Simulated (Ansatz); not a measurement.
**Notes on a calculation: AuCu3-type SrGa3**

Computed with Ansatz (plane waves, PAW, 420 eV cutoff): PBEsol, scalar-relativistic, no spin polarisation, 8×8×8 k-mesh, Gaussian smearing of 0.05 eV. The datasets are Ansatz's generated set soft_2.

This is a trial structure made by placing the elements on a prototype's sites, so it needn't be the stable form.

The first cell:

```
Sr Ga
1.0
     4.51632    0.00000    0.00000
     0.00000    4.51632    0.00000
     0.00000    0.00000    4.51632
Sr Ga
1 3
Direct
  0.00000 0.00000 0.00000
  0.00000 0.50000 0.50000
  0.50000 0.50000 0.00000
  0.50000 0.00000 0.50000
```

The first steps of the search for zero pressure:

| run | level | k-mesh | kind | V (Å³/atom) | P (GPa) | gap on the mesh (eV) |
| --- | --- | --- | --- | --- | --- | --- |
| 1 | PBEsol | 8×8×8 | fixed cell | 23.03 | -2.4 | metal |

(1) At which volume does PBEsol reach zero pressure?

Answer:

(1) 21.72 Å³/atom, about 5.7 % under the start.

The steps that followed:

| run | level | k-mesh | kind | V (Å³/atom) | P (GPa) | E − E(final) (meV/atom) | gap on the mesh (eV) |
| --- | --- | --- | --- | --- | --- | --- | --- |
| 2 | PBEsol | 8×8×8 | fixed cell | 22.66 | -1.8 | 5.4 | metal |
| 3 | PBEsol | 8×8×8 | fixed cell | 21.72 | 0.0 | 0.0 | metal |

The cell is relaxed to zero pressure at this level.

The final structure (symmetry read at 0.01 Å). It takes space group Pm-3m (No. 221, cubic). The conventional cell has a = 4.429 Å, b = 4.429 Å, c = 4.429 Å, α = 90.00°, β = 90.00°, γ = 90.00°. Sr (site symmetry m-3m) is surrounded by 12 Ga at 3.13 Å. Around Ga (site symmetry 4/mmm) lie 4 Sr at 3.13 Å and 8 Ga at 3.13 Å. (Shells end 15 % past the nearest neighbour.)

```csv
atom,site,symmetry,x,y,z
Sr,1a,m-3m,0.0000,0.0000,0.0000
Ga,3c,4/mm.m,0.0000,0.5000,0.5000
```

At the final geometry the gap, band path included, is zero (metallic). The equation of state gives B0 = 47 GPa and B0′ = 4.7. Against the elements' standard states, run alike and uncorrected, the formation energy is -0.22 eV/atom. The runs in the table took roughly 0.6 core-minutes.

**Reading the result.**

The calculation's cell holds 49 valence electrons, an odd number. Without magnetic order each band takes two, so one stays part-filled and the crystal must be a metal.
